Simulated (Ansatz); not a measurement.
BaCaF4 (fluorite sites, P4/mmm): the band gap by level of theory

All numbers come from Ansatz 0.2.0. The calculation is non-magnetic, and the structure need not be a phase that has been made.

A 6-atom cell of BaCaF4 built on the fluorite structure (relaxed group P4/mmm), relaxed with r2SCAN. Space group P4/mmm (No. 123), tetragonal; conventional cell a = 4.071 Å, c = 5.965 Å, 16.47 Å³ an atom. Around Ca lie 8 F at 2.43 Å; around F lie 2 Ca at 2.43 Å and 2 Ba at 2.62 Å; around Ba lie 8 F at 2.62 Å.

```
CELL_PARAMETERS angstrom
4.07066 0.00000 0.00000
0.00000 4.07066 0.00000
0.00000 0.00000 5.96470
ATOMIC_POSITIONS crystal
Ca 0.00000 0.00000 0.00000
F 0.00000 0.50000 0.77728
F 0.00000 0.50000 0.22272
Ba 0.50000 0.50000 0.50000
F 0.50000 0.00000 0.22272
F 0.50000 0.00000 0.77728
```

Band edges at fixed r2SCAN geometry:
```csv
level,k mesh,gap (eV),kind,edges,least direct gap (eV),rough cost
PBE,6×6×4,6.28,indirect,A–Z (0.33) → Γ,6.55,13 core-seconds
PBE+SOC,6×6×4,6.27,indirect,A–Z (0.35) → Γ,6.52,70 core-seconds
r2SCAN,6×6×4,6.78,indirect,A–Z (0.35) → Γ,7.06,18 core-seconds
HSE06,4×4×4,8.20,indirect,A–Z (0.35) → Γ,8.49,3 core-minutes
PBE0,4×4×4,8.98,indirect,A–Z (0.35) → Γ,9.26,3 core-minutes
```
PBE: smearing of 0.02 eV; the others have fixed occupations.
Wave cutoffs: 420 eV, 500 eV (r2SCAN).
Points off the special ones are mesh points or PBE's searched band edges, reused at the other levels.
Costs come from shared machines and give only the order; PBE's includes the band path. The runs had 4 threads of Arm Neoverse V2 (shared host).

The HSE06 gap is indirect, 8.20 eV (A–Z (0.35 of the way from A) to Γ), below the direct gap of 8.49 eV at Γ. Spin-orbit coupling changes the PBE gap by -0.02 eV, to 6.27 eV.

r2SCAN covers 26 % of the step from PBE to HSE06, while HSE06 needs about 11 times r2SCAN's cost (on a coarser mesh). For gaps to 0.1 eV, spin-orbit coupling (up to 0.03 eV here) can be left out. Among these functionals the gap stays indirect.

r2SCAN (ground state on 6×6×4): The electronic dielectric tensor ε∞ is 2.25 along x and y, 2.28 along z. Born charges, averaged over directions: Ca +2.40, F -1.24, Ba +2.57 e.

On the PBEsol cell (a = 4.053 Å, c = 5.911 Å), with PBEsol: All optical modes at Γ are real, from 127 to 362 cm⁻¹ without the longitudinal term; this says nothing of other wave vectors. With the long-range field the highest mode reaches 402 cm⁻¹. The electronic dielectric tensor ε∞ is 2.39 along x and y, 2.42 along z. With the ions relaxed, ε⁰ is 10.4 along x and y, 9.0 along z. Born charges, averaged over directions: Ca +2.43, F -1.26, Ba +2.60 e.

Only the levels marked +SOC include spin-orbit coupling.

The meshes of the hybrids are coarse, so their gaps aren't converged to the digits shown.
